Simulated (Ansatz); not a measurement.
Li (bcc (W type), space group No. 229) at seven volumes, LDA (plane waves, PAW; program Ansatz), scaled uniformly. One row is withheld.

```
V (Å³/atom)  P (GPa)
-----------  -------
17.291          1.68
17.861          1.05
18.431          0.50
19.001          0.01
19.571         -0.41
20.141             ?
20.711         -1.11
```

Fit the shown pressures and predict the withheld one.

P = (3/2)B₀(x^(7/2) − x^(5/2))[1 + (3/4)(B′ − 4)(x − 1)] with x = (V₀/V)^(2/3). Least squares on the six rows gives V₀ = 19.018 Å³/atom, B₀ = 15.0 GPa, B′ = 3.38. At V = 20.141, x = 0.9625 and P = -0.78 GPa. The run itself gave -0.78 GPa.

Space group Im-3m (bcc (W type)). The cell was relaxed with LDA under the symmetry of its start.

Potentials: the later of the program's two PAW sets.
